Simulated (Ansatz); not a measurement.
**TiAl: do energies and stresses tell the same story?**

Theory: DFT r2SCAN, scalar-relativistic, plane waves, PAW (Ansatz 0.2.0).

Plane waves to 500 eV, a k mesh through Γ of 14×14×14 on the computed 2-atom cell and Gaussian smearing (0.10 eV); no spin polarisation.

Relaxed cell: Pm-3m, a = 3.171 Å, b = 3.171 Å, c = 3.171 Å, α = 90.00°, β = 90.00°, γ = 90.00°, 2 atoms in the primitive cell.

Energies at zero smearing and pressures from the stress tensor, at volumes with shape and atoms relaxed:
```json
{"V (Å³/atom)": "14.033", "E − E(first) (meV/atom)": "0.00", "P (GPa)": "19.70"}
{"V (Å³/atom)": "14.512", "E − E(first) (meV/atom)": "-49.40", "P (GPa)": "13.62"}
{"V (Å³/atom)": "14.990", "E − E(first) (meV/atom)": "-81.94", "P (GPa)": "8.39"}
{"V (Å³/atom)": "15.468", "E − E(first) (meV/atom)": "-99.97", "P (GPa)": "3.88"}
{"V (Å³/atom)": "15.947", "E − E(first) (meV/atom)": "-105.50", "P (GPa)": "0.00"}
{"V (Å³/atom)": "16.425", "E − E(first) (meV/atom)": "-100.26", "P (GPa)": "-3.35"}
{"V (Å³/atom)": "16.904", "E − E(first) (meV/atom)": "-85.74", "P (GPa)": "-6.24"}
{"V (Å³/atom)": "17.542", "E − E(first) (meV/atom)": "-54.13", "P (GPa)": "-9.47"}
```

Task: Check P = −dE/dV between neighbouring volumes, and get the bulk modulus from the pressures alone.

Result: With 1 eV/Å³ = 160.2 GPa:
```
middle V (Å³/atom)  −ΔE/ΔV (GPa) mean P (GPa)
            14.272        16.545        16.664
            14.751        10.898        11.008
            15.229         6.038         6.138
            15.708         1.851         1.942
            16.186        -1.754        -1.675
            16.665        -4.864        -4.793
            17.223        -7.941        -7.854
```

The two differ by 0.12 GPa at most. The mean of two end pressures misses the average over a step by about ΔV² P″/12, up to 0.08 GPa here; with that taken off 0.05 GPa remains. The stress is the derivative of the free energy, not of the energy at zero smearing, and with free energies 0.00 GPa remains. Around V = 15.947 Å³/atom, the two neighbours give B = −V ΔP/ΔV = 15.947 × 7.23 / 0.957 = 120.6 GPa, against B0 = 120.1 GPa from the Birch–Murnaghan fit of the energies.

Cost: 9 runs of about 1.7 core-minutes in all, on Intel Xeon Platinum 8175M (Skylake/Cascade Lake) (shared hosts).